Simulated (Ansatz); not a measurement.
# La$_{2}$Re in Ansatz, relaxation

input.yaml:

```yaml
crystal:
  lattice:
    - [0.0, 4.66050997, 0.0]
    - [4.66050997, 0.0, 0.0]
    - [2.33025449, 2.33025449, -8.22333452]
  atoms:
    - { symbol: La, position: [0.5, 0.0, 0.0] }
    - { symbol: La, position: [0.0, 0.5, 0.0] }
    - { symbol: La, position: [0.329, 0.329, 0.342] }
    - { symbol: La, position: [0.671, 0.671, 0.658] }
    - { symbol: Re, position: [0.138, 0.138, 0.724] }
    - { symbol: Re, position: [0.862, 0.862, 0.276] }
  symmetry: { tolerance: 0.0003 }
kpoints:
  mp_grid: { grid: [7, 7, 7], shift: [0, 0, 0] }
magnetization:
  spin_polarized: false
scf:
  occupations: { method: fermi_dirac }
  lower_state_search: "off"
hamiltonian:
  pseudopotentials: { kind: paw }
  xc: r2scan
basis:
  ecutwfc: 500
  fft_grid_basis: typed
relax:
  max_steps: 40
output:
  forces: true
  stress: true
  eigenvalues: true
  bader: true
  populations: true
  elf: true
  write_potential: true
  volumetric_format: npy
  dos:
    e_range: [-12, 8]
    de: 0.05
    projected: { site_lists: { La: [La], Re: [Re] } }
  write_density: true
checkpoint:
  read: saved_state
```

Run with:

```bash
ansatz run input.yaml --threads 2 --pin off --max-ram 2560MiB --backend cpu --events-out ev --progress --plain --runs-dir out
```

Origin of the cell: a known structure type with other elements, at an estimated volume, so it need not be a known compound.

The smearing width isn't typed, so it takes its default of 0.1 eV.

The saved state is a converged single point of the same cell.

Steps:

```json
{"step": "1", "ΔF (meV/atom)": "0.0", "max force component (eV/Å)": "1.379", "SCF iterations": "8", "step was": "accepted"}
{"step": "2", "ΔF (meV/atom)": "-94.4", "max force component (eV/Å)": "0.737", "SCF iterations": "7", "step was": "accepted"}
{"step": "3", "ΔF (meV/atom)": "-115.4", "max force component (eV/Å)": "0.379", "SCF iterations": "7", "step was": "accepted"}
{"step": "4", "ΔF (meV/atom)": "-119.7", "max force component (eV/Å)": "0.259", "SCF iterations": "6", "step was": "accepted"}
{"step": "5", "ΔF (meV/atom)": "-123.9", "max force component (eV/Å)": "0.142", "SCF iterations": "7", "step was": "accepted"}
{"step": "6", "ΔF (meV/atom)": "-124.7", "max force component (eV/Å)": "0.029", "SCF iterations": "6", "step was": "accepted"}
{"step": "7", "ΔF (meV/atom)": "-124.8", "max force component (eV/Å)": "0.015", "SCF iterations": "7", "step was": "accepted"}
{"step": "8", "ΔF (meV/atom)": "-124.8", "max force component (eV/Å)": "0.001", "SCF iterations": "6", "step was": "accepted"}
```

Step 1, with forces in eV/Å:

```xyz
6
Lattice="0.000 4.661 0.000 4.661 0.000 0.000 2.330 2.330 -8.223" Properties=species:S:1:pos:R:3:forces:R:3 pbc="T T T" step=1
La    0.000    2.330    0.000    0.000    0.000    0.000
La    2.330    0.000    0.000    0.000    0.000    0.000
La    2.330    2.330   -2.812    0.000    0.000   -1.379
La    4.661    4.661   -5.411    0.000    0.000    1.379
Re    2.330    2.330   -5.954    0.000    0.000   -0.939
Re    4.661    4.661   -2.270    0.000    0.000    0.939
```

Step 2, with forces in eV/Å:

```xyz
6
Lattice="0.000 4.661 0.000 4.661 0.000 0.000 2.330 2.330 -8.223" Properties=species:S:1:pos:R:3:forces:R:3 pbc="T T T" step=2
La    0.000    2.330    0.000    0.000    0.000    0.000
La    2.330    0.000    0.000    0.000    0.000    0.000
La    2.330    2.330   -3.007    0.000    0.000   -0.737
La    4.661    4.661   -5.216    0.000    0.000    0.737
Re    2.330    2.330   -6.090    0.000    0.000   -0.143
Re    4.661    4.661   -2.133    0.000    0.000    0.143
```

Step 3, with forces in eV/Å:

```xyz
6
Lattice="0.000 4.661 0.000 4.661 0.000 0.000 2.330 2.330 -8.223" Properties=species:S:1:pos:R:3:forces:R:3 pbc="T T T" step=3
La    0.000    2.330    0.000    0.000    0.000    0.000
La    2.330    0.000    0.000    0.000    0.000    0.000
La    2.330    2.330   -3.177    0.000    0.000   -0.056
La    4.661    4.661   -5.047    0.000    0.000    0.056
Re    2.330    2.330   -6.145    0.000    0.000    0.379
Re    4.661    4.661   -2.078    0.000    0.000   -0.379
```

Step 4, with forces in eV/Å:

```xyz
6
Lattice="0.000 4.661 0.000 4.661 0.000 0.000 2.330 2.330 -8.223" Properties=species:S:1:pos:R:3:forces:R:3 pbc="T T T" step=4
La    0.000    2.330    0.000    0.000    0.000    0.000
La    2.330    0.000    0.000    0.000    0.000    0.000
La    2.330    2.330   -3.186    0.000    0.000   -0.097
La    4.661    4.661   -5.037    0.000    0.000    0.097
Re    2.330    2.330   -6.107    0.000    0.000    0.259
Re    4.661    4.661   -2.116    0.000    0.000   -0.259
```

Step 5, with forces in eV/Å:

```xyz
6
Lattice="0.000 4.661 0.000 4.661 0.000 0.000 2.330 2.330 -8.223" Properties=species:S:1:pos:R:3:forces:R:3 pbc="T T T" step=5
La    0.000    2.330    0.000    0.000    0.000    0.000
La    2.330    0.000    0.000    0.000    0.000    0.000
La    2.330    2.330   -3.272    0.000    0.000    0.040
La    4.661    4.661   -4.952    0.000    0.000   -0.040
Re    2.330    2.330   -5.992    0.000    0.000   -0.142
Re    4.661    4.661   -2.232    0.000    0.000    0.142
```

Step 6, with forces in eV/Å:

```xyz
6
Lattice="0.000 4.661 0.000 4.661 0.000 0.000 2.330 2.330 -8.223" Properties=species:S:1:pos:R:3:forces:R:3 pbc="T T T" step=6
La    0.000    2.330    0.000    0.000    0.000    0.000
La    2.330    0.000    0.000    0.000    0.000    0.000
La    2.330    2.330   -3.257    0.000    0.000    0.029
La    4.661    4.661   -4.967    0.000    0.000   -0.029
Re    2.330    2.330   -6.026    0.000    0.000    0.026
Re    4.661    4.661   -2.197    0.000    0.000   -0.026
```

Step 7, with forces in eV/Å:

```xyz
6
Lattice="0.000 4.661 0.000 4.661 0.000 0.000 2.330 2.330 -8.223" Properties=species:S:1:pos:R:3:forces:R:3 pbc="T T T" step=7
La    0.000    2.330    0.000    0.000    0.000    0.000
La    2.330    0.000    0.000    0.000    0.000    0.000
La    2.330    2.330   -3.247    0.000    0.000   -0.015
La    4.661    4.661   -4.976    0.000    0.000    0.015
Re    2.330    2.330   -6.024    0.000    0.000   -0.006
Re    4.661    4.661   -2.200    0.000    0.000    0.006
```

Step 8, with forces in eV/Å:

```xyz
6
Lattice="0.000 4.661 0.000 4.661 0.000 0.000 2.330 2.330 -8.223" Properties=species:S:1:pos:R:3:forces:R:3 pbc="T T T" step=8
La    0.000    2.330    0.000    0.000    0.000    0.000
La    2.330    0.000    0.000    0.000    0.000    0.000
La    2.330    2.330   -3.251    0.000    0.000   -0.001
La    4.661    4.661   -4.972    0.000    0.000    0.001
Re    2.330    2.330   -6.023    0.000    0.000    0.000
Re    4.661    4.661   -2.200    0.000    0.000    0.000
```

* Free energy lowered by: 124.8 meV/atom
* Final pressure: -5.08 GPa
* Relaxation steps listed: 8

Caveats: no moments, though an odd count or open d shells may carry them; no spin-orbit coupling, though heavy elements are present; the SCF threshold is looser than advised for a stress; the relaxation held the start's symmetry, so the end may be a saddle point.

The run took 4.3 min on 2 threads of Intel(R) Xeon(R) Platinum 8259CL CPU @ 2.50GHz (Skylake/Cascade Lake), on a shared host, peak memory 1.2 GiB, from a saved density.
